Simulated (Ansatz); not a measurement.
Slab of fcc Ni (111), 7 layers

The slab is cut from the fcc crystal, the stable phase, as relaxed on PAW files (10.89 Å³/atom), with 16 Å of vacuum and a dipole correction:

```
Ni
1.0
     2.48804    0.00000    0.00000
    -1.24402    2.15470    0.00000
     0.00000    0.00000   28.18880
Ni
7
Cartesian
  0.0000 0.0000 8.0000
  0.0000 1.4365 10.0315
  1.2440 0.7182 12.0629
  0.0000 0.0000 14.0944
  0.0000 1.4365 16.1259
  1.2440 0.7182 18.1573
  0.0000 0.0000 20.1888
```

Computed with Ansatz 0.2.0; functional PBE, scalar-relativistic. Settings: a Γ-centred 19×19×1 k mesh, Fermi–Dirac smearing of 0.05 eV, spin-polarised from start moments Ni1 1, Ni2 1, Ni3 1, Ni4 1, Ni5 1, Ni6 1, Ni7 1 μB. Methods: LAPW: all electrons, basis error target 1 meV/atom; PAW: frozen-core files, cutoff 420 eV.

The bulk energy comes from a cell in the slab's orientation on a 19×19×7 mesh. The surface energy is (E(slab) − N·E(bulk))/2A at zero smearing, the mean of both faces; thin slabs carry quantum-size effects.

The magnetic state is the one reached from the start moments; other orders weren't searched.

Question: As cut, the LAPW slab lies 1.305 eV above 7 atoms of bulk. What surface energy is that?

Answer: Over two faces of 5.36 Å² it is 121.7 meV/Å², and times 16.02 J/m² per eV/Å² that gives γ = 1.950 J/m².

Question: What do relaxation and the other method give, and what work function comes out?

Answer: 

```tsv
method	γ as cut (J/m²)	γ relaxed (J/m²)	Φ as cut (eV)	Φ relaxed (eV)
LAPW	1.950	1.943	5.05	5.04
PAW	1.950	1.943	5.05	5.05
```

Question: How do the spacings between the planes relax (positions relaxed on PAW files)?

Answer: From the bottom face up: d12 -1.4 % of 2.031 Å, d23 -0.2 % of 2.031 Å, d34 +0.1 % of 2.031 Å, d45 +0.1 % of 2.031 Å, d56 -0.2 % of 2.031 Å, d67 -1.4 % of 2.031 Å.

Question: How do the moments vary through the slab?

Answer: Ni1 0.70, Ni2 0.71, Ni3 0.67, Ni4 0.66, Ni5 0.67, Ni6 0.71, Ni7 0.70 μB in the LAPW spheres; the bulk has Ni 0.67 μB.

Question: What changes if the vacuum is set to 9 Å?

Answer: LAPW then gives: no gap, work function 5.03 eV; PAW: no gap, work function 5.01 eV. The program warns that the vacuum is too thin.
